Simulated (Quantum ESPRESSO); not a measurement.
# AlGaZnSiN4: one run as intended and one with a planted mistake

Computed values, not a measurement. The program is pw.x of Quantum ESPRESSO 7.5 (plane-wave density functional theory). The cell is made up: 8 atoms on a wurtzite lattice, with randomly drawn elements, strain and displacements, not relaxed. PseudoDojo standard norm-conserving files (v0.5 for PBE, v0.4.1 for LDA and PBEsol) set the functional; there is no spin polarisation, spin-orbit coupling or dispersion term, and the masses in the input are unused placeholders.

Intended input:

```
&control calculation='scf', pseudo_dir='./dojo.nc.sr.pbe.v0_5.standard.upf', outdir='./o', disk_io='medium', tprnfor=.true., tstress=.true. /
&system ibrav=0, nat=8, ntyp=5, nbnd=36, ecutwfc=84.00895049, nosym=.true., tot_charge=0,
 occupations='smearing', smearing='fd', degauss=0.0018374661
/
&electrons conv_thr=7.350e-09, electron_maxstep=60, /
ATOMIC_SPECIES
Al 1.0 Al.upf
Ga 1.0 Ga.upf
N 1.0 N.upf
Si 1.0 Si.upf
Zn 1.0 Zn.upf
CELL_PARAMETERS angstrom
3.3109 0.0028 0.0016
0.0048 5.5911 0.0286
0.0027 0.0269 5.3041
ATOMIC_POSITIONS angstrom
Al 0.0528 0.0818 -0.1127
Ga 1.6381 2.7985 -0.0026
Zn 1.5496 0.863 2.759
Si 0.0219 3.7532 2.6496
N 0.0131 -0.0343 1.9815
N 1.6646 2.7965 2.0449
N 1.7187 0.916 4.5916
N -0.01 3.765 4.6526
K_POINTS automatic
5 4 4 1 1 1
```

The log is shortened where brackets say so; the opening notice, blank lines, dates and the lines on written files are dropped, and the path of the files is cut. It prints rydbergs, bohrs and kilobars, and counts compression as positive stress. Where no state is partly filled, the Fermi energy that it prints is only some level between the filled and the empty states on the mesh, and need not lie in the true gap.

Log of the intended run:

```
     Program PWSCF v.7.5
     Parallel version (MPI & OpenMP), running on       1 processor cores
     Number of MPI processes:                 1
     Threads/MPI process:                     1
     [start-up lines left out]
     bravais-lattice index     =            0
     lattice parameter (alat)  =       6.2567  a.u.
     unit-cell volume          =     662.5825 (a.u.)^3
     number of atoms/cell      =            8
     number of atomic types    =            5
     number of electrons       =        60.00
     number of Kohn-Sham states=           36
     kinetic-energy cutoff     =      84.0090  Ry
     charge density cutoff     =     336.0358  Ry
     scf convergence threshold =      7.3E-09
     mixing beta               =       0.7000
     number of iterations used =            8  plain     mixing
     Exchange-correlation= PBE
                           (   1   4   3   4   0   0   0)
     [axes and pseudopotential details left out]
   Cartesian axes
     site n.     atom                  positions (alat units)
         1        Al     tau(   1) = (   0.0159473   0.0247063  -0.0340391  )
         2        Ga     tau(   2) = (   0.4947595   0.8452381  -0.0007853  )
         3        Zn     tau(   3) = (   0.4680296   0.2606541   0.8333078  )
         4        Si     tau(   4) = (   0.0066145   1.1335885   0.8002654  )
         5        N      tau(   5) = (   0.0039566  -0.0103597   0.5984775  )
         6        N      tau(   6) = (   0.5027634   0.8446340   0.6176263  )
         7        N      tau(   7) = (   0.5191033   0.2766618   1.3868126  )
         8        N      tau(   8) = (  -0.0030203   1.1371525   1.4052366  )
     number of k points=    40  Fermi-Dirac smearing, width (Ry)=  0.0018
                       cart. coord. in units 2pi/alat
        k(    1) = (   0.0999004   0.0735390   0.0776031), wk =   0.0500000
        k(    2) = (   0.0998256   0.0727408   0.2336611), wk =   0.0500000
     [further k points left out]
     Dense  grid:    68949 G-vectors     FFT dimensions: (  40,  64,  60)
     Estimated max dynamical RAM per process >      92.62 MB
     Initial potential from superposition of free atoms
     starting charge      59.9941, renormalised to      60.0000
     Starting wfcs are   43 randomized atomic wfcs
     total cpu time spent up to now is       11.2 secs
     per-process dynamical memory:    59.8 Mb
     Self-consistent Calculation
     iteration #  1     ecut=    84.01 Ry     beta= 0.70
     Davidson diagonalization with overlap
     ethr =  1.00E-02,  avg # of iterations =  3.1
     total cpu time spent up to now is       34.3 secs
     total energy              =    -666.44324341 Ry
     estimated scf accuracy    <       2.09907008 Ry
     iteration #  2     ecut=    84.01 Ry     beta= 0.70
     Davidson diagonalization with overlap
     ethr =  3.50E-03,  avg # of iterations =  3.0
     total cpu time spent up to now is       60.5 secs
     total energy              =    -666.94291286 Ry
     estimated scf accuracy    <       2.64106482 Ry
     [iterations 3 to 12 left out]
     iteration # 13     ecut=    84.01 Ry     beta= 0.70
     Davidson diagonalization with overlap
     ethr =  7.66E-11,  avg # of iterations =  2.0
     total cpu time spent up to now is      327.1 secs
     total energy              =    -667.43097524 Ry
     estimated scf accuracy    <          8.6E-09 Ry
     iteration # 14     ecut=    84.01 Ry     beta= 0.70
     Davidson diagonalization with overlap
     ethr =  1.43E-11,  avg # of iterations =  2.0
     total cpu time spent up to now is      348.1 secs
     End of self-consistent calculation
     [lines on levels left out]
     the Fermi energy is     9.3643 ev
!    total energy              =    -667.43097524 Ry
     estimated scf accuracy    <          1.8E-09 Ry
     smearing contrib. (-TS)   =      -0.00000000 Ry
     internal energy E=F+TS    =    -667.43097524 Ry
     The total energy is F=E-TS. E is the sum of the following terms:
     one-electron contribution =    -472.05137558 Ry
     hartree contribution      =     269.35447329 Ry
     xc contribution           =    -116.46710091 Ry
     ewald contribution        =    -348.26697205 Ry
     convergence has been achieved in  14 iterations
     Forces acting on atoms (cartesian axes, Ry/au):
     atom    1 type  1   force =    -0.00658985   -0.02257060    0.05181891
     atom    2 type  2   force =     0.00838397   -0.02397274   -0.00335088
     atom    3 type  5   force =     0.02896218   -0.00687862   -0.08392343
     atom    4 type  4   force =    -0.00535074    0.05863667   -0.01310222
     atom    5 type  3   force =    -0.02523197   -0.12431314   -0.02822083
     atom    6 type  3   force =    -0.00264243    0.08768734    0.02297384
     atom    7 type  3   force =    -0.00618956    0.01827381    0.13475085
     atom    8 type  3   force =     0.00865839    0.01313728   -0.08094623
     Total force =     0.256715     Total SCF correction =     0.000028
     Computing stress (Cartesian axis) and pressure
          total   stress  (Ry/bohr**3)                   (kbar)     P=     -159.40
  -0.00130525   0.00004112   0.00011764         -192.01        6.05       17.31
   0.00004112  -0.00110834   0.00005079            6.05     -163.04        7.47
   0.00011764   0.00005079  -0.00083720           17.31        7.47     -123.16
     init_run     :      8.67s CPU     10.94s WALL (       1 calls)
     electrons    :    318.43s CPU    336.99s WALL (       1 calls)
     forces       :      3.80s CPU      3.88s WALL (       1 calls)
     stress       :     14.13s CPU     14.31s WALL (       1 calls)
     [timing details left out]
     PWSCF        :   5m45.37s CPU   6m 6.73s WALL
     JOB DONE.
```

A second run has one planted mistake: the k-point mesh is too coarse. The input lines that differ, file-writing options aside:

```
- 5 4 4 1 1 1
+ 2 2 2 1 1 1
```

Its log:

```
     Program PWSCF v.7.5
     Parallel version (MPI & OpenMP), running on       1 processor cores
     Number of MPI processes:                 1
     Threads/MPI process:                     1
     [start-up lines left out]
     bravais-lattice index     =            0
     lattice parameter (alat)  =       6.2567  a.u.
     unit-cell volume          =     662.5825 (a.u.)^3
     number of atoms/cell      =            8
     number of atomic types    =            5
     number of electrons       =        60.00
     number of Kohn-Sham states=           36
     kinetic-energy cutoff     =      84.0090  Ry
     charge density cutoff     =     336.0358  Ry
     scf convergence threshold =      7.3E-09
     mixing beta               =       0.7000
     number of iterations used =            8  plain     mixing
     Exchange-correlation= PBE
                           (   1   4   3   4   0   0   0)
     [axes and pseudopotential details left out]
   Cartesian axes
     site n.     atom                  positions (alat units)
         1        Al     tau(   1) = (   0.0159473   0.0247063  -0.0340391  )
         2        Ga     tau(   2) = (   0.4947595   0.8452381  -0.0007853  )
         3        Zn     tau(   3) = (   0.4680296   0.2606541   0.8333078  )
         4        Si     tau(   4) = (   0.0066145   1.1335885   0.8002654  )
         5        N      tau(   5) = (   0.0039566  -0.0103597   0.5984775  )
         6        N      tau(   6) = (   0.5027634   0.8446340   0.6176263  )
         7        N      tau(   7) = (   0.5191033   0.2766618   1.3868126  )
         8        N      tau(   8) = (  -0.0030203   1.1371525   1.4052366  )
     number of k points=     4  Fermi-Dirac smearing, width (Ry)=  0.0018
                       cart. coord. in units 2pi/alat
        k(    1) = (   0.2498008   0.1470351   0.1551810), wk =   0.5000000
        k(    2) = (   0.2499503   0.1486316  -0.1569349), wk =   0.5000000
     [further k points left out]
     Dense  grid:    68949 G-vectors     FFT dimensions: (  40,  64,  60)
     Estimated max dynamical RAM per process >      92.62 MB
     Initial potential from superposition of free atoms
     starting charge      59.9941, renormalised to      60.0000
     Starting wfcs are   43 randomized atomic wfcs
     total cpu time spent up to now is        3.6 secs
     per-process dynamical memory:    58.4 Mb
     Self-consistent Calculation
     iteration #  1     ecut=    84.01 Ry     beta= 0.70
     Davidson diagonalization with overlap
     ethr =  1.00E-02,  avg # of iterations =  3.0
     total cpu time spent up to now is        6.5 secs
     total energy              =    -666.51595960 Ry
     estimated scf accuracy    <       2.04175484 Ry
     iteration #  2     ecut=    84.01 Ry     beta= 0.70
     Davidson diagonalization with overlap
     ethr =  3.40E-03,  avg # of iterations =  3.2
     total cpu time spent up to now is        9.6 secs
     total energy              =    -667.02141248 Ry
     estimated scf accuracy    <       2.52508269 Ry
     [iterations 3 to 12 left out]
     iteration # 13     ecut=    84.01 Ry     beta= 0.70
     Davidson diagonalization with overlap
     ethr =  1.15E-10,  avg # of iterations =  2.0
     total cpu time spent up to now is       41.0 secs
     total energy              =    -667.47936822 Ry
     estimated scf accuracy    <          7.7E-09 Ry
     iteration # 14     ecut=    84.01 Ry     beta= 0.70
     Davidson diagonalization with overlap
     ethr =  1.29E-11,  avg # of iterations =  2.2
     total cpu time spent up to now is       43.6 secs
     End of self-consistent calculation
     [lines on levels left out]
     the Fermi energy is    11.0198 ev
!    total energy              =    -667.47936822 Ry
     estimated scf accuracy    <          1.1E-09 Ry
     smearing contrib. (-TS)   =      -0.00000000 Ry
     internal energy E=F+TS    =    -667.47936822 Ry
     The total energy is F=E-TS. E is the sum of the following terms:
     one-electron contribution =    -472.11118597 Ry
     hartree contribution      =     269.34910307 Ry
     xc contribution           =    -116.45031327 Ry
     ewald contribution        =    -348.26697205 Ry
     convergence has been achieved in  14 iterations
     Forces acting on atoms (cartesian axes, Ry/au):
     atom    1 type  1   force =    -0.00638165   -0.02582688    0.05567163
     atom    2 type  2   force =     0.00820068   -0.02262325   -0.00659918
     atom    3 type  5   force =     0.02862260   -0.01128630   -0.08556351
     atom    4 type  4   force =    -0.00496381    0.06400290   -0.01306283
     atom    5 type  3   force =    -0.02503419   -0.12460543   -0.02620174
     atom    6 type  3   force =    -0.00314569    0.08146795    0.02092369
     atom    7 type  3   force =    -0.00603847    0.02579972    0.13337490
     atom    8 type  3   force =     0.00874054    0.01307130   -0.07854296
     Total force =     0.256556     Total SCF correction =     0.000034
     Computing stress (Cartesian axis) and pressure
          total   stress  (Ry/bohr**3)                   (kbar)     P=     -164.31
  -0.00159403   0.00004474   0.00011830         -234.49        6.58       17.40
   0.00004474  -0.00098685   0.00005552            6.58     -145.17        8.17
   0.00011830   0.00005552  -0.00076990           17.40        8.17     -113.26
     init_run     :      3.15s CPU      3.30s WALL (       1 calls)
     electrons    :     38.20s CPU     40.04s WALL (       1 calls)
     forces       :      0.56s CPU      0.58s WALL (       1 calls)
     stress       :      1.79s CPU      1.83s WALL (       1 calls)
     [timing details left out]
     PWSCF        :     43.99s CPU     46.17s WALL
     JOB DONE.
```

```
                                            intended run  run with the mistake
                          free energy (eV)     -9080.861             -9081.519
                    smearing term -TS (eV)        0.0000                0.0000
                            pressure (GPa)        -15.94                -16.43
            largest force component (eV/Å)         3.465                 3.429
largest change of a force component (eV/Å)                               0.193
                                iterations            14                    14
```

For scale, a rerun of the intended cell at 1437 eV and a 7 x 6 x 6 mesh moved values by no more than 0.005 eV in energy, 0.06 GPa in stress and 0.006 eV/Å in force.